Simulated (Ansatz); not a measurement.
## BiTe in the CsCl-type structure

The computed numbers are results of PBE, scalar-relativistic (no spin polarisation) in the plane-wave PAW code Ansatz at 420 eV, Γ-centred 10×10×10 mesh, 0.05 eV Gaussian smearing. The datasets are Ansatz's generated set soft_2.

```
CELL_PARAMETERS angstrom
3.91331 0.00000 0.00000
0.00000 3.91331 0.00000
0.00000 0.00000 3.91331
ATOMIC_POSITIONS crystal
Bi 0.00000 0.00000 0.00000
Te 0.50000 0.50000 0.50000
```

The start was a prototype's sites filled with these elements. The Crystallography Open Database lists the compound in space groups P-3m1, Fm-3m (rock salt), so this is a trial structure.

The run above is the reference. The same cell was run again with other input settings; several of them aren't fit for production, so the rows show the settings' effect and aren't properties of the material.

| keys changed | outcome | ΔE (meV/atom) | P (GPa) | gap on the mesh (eV) | cell moment (μB) | largest force component (eV/Å) | SCF iterations | rough core-seconds | new warnings |
| --- | --- | --- | --- | --- | --- | --- | --- | --- | --- |
| none (reference) | converged | 0.0 | 0.0 | metal | – | 0.000 | – | – | – |
| hamiltonian.xc: "pbe" → "r2scan" | converged | – | -0.4 | metal | – | 0.000 | 7 | 7 | cutoff below recommended |
| scf.eigensolver.kind: "davidson"; basis.precision: "f64"; crystal.symmetry: {"detect": false}; basis.ecutrho_ratio: 4 → 12 | converged | 0.0 | 0.0 | metal | – | 0.000 | 6 | 100 | – |
| crystal.symmetry: {"detect": false}; scf.lower_state_search: "light" | converged | 0.0 | 0.0 | metal | – | 0.000 | 6 | 50 | – |

These changes also left energy (to 0.1 meV/atom), pressure, gap, moment and forces as in the reference: scf.occupations.method: "gaussian" → "cold"; scf.occupations.width: 0.05 → 0.01 | scf.mixing.algorithm: "broyden"; scf.mixing.beta: 0.1; scf.mixing.preconditioner: "kerker" | scf.initial_density.chi_scale: 0.1.

ΔE is the energy with the smearing extrapolated to zero. It is left out where the change alters the Hamiltonian or the spin treatment. The varied runs start from atomic densities (corrected by the program's trained start where that serves), with the default search for lower states unless a row changes it.

**Question.** What happens with these changes: kpoints.mp_grid.shift: [0.5, 0.5, 0.5]; crystal.symmetry: {"detect": false}?

**Answer.** outcome converged, ΔE (meV/atom) 4.8, P (GPa) 0.2, gap on the mesh (eV) metal, largest force component (eV/Å) 0.000, SCF iterations 6, rough core-seconds 50.

Changing scf.initial_density.chi_scale only steers the path to self-consistency, so the energy stays within 0.5 meV/atom.

2 further runs (cut off, refused for memory, with changed atoms or starts, or in doubt) are left out.

Of the reference: These numbers lack spin–orbit coupling. The cell is a metal with an odd number of electrons, and spin polarisation wasn't tried.
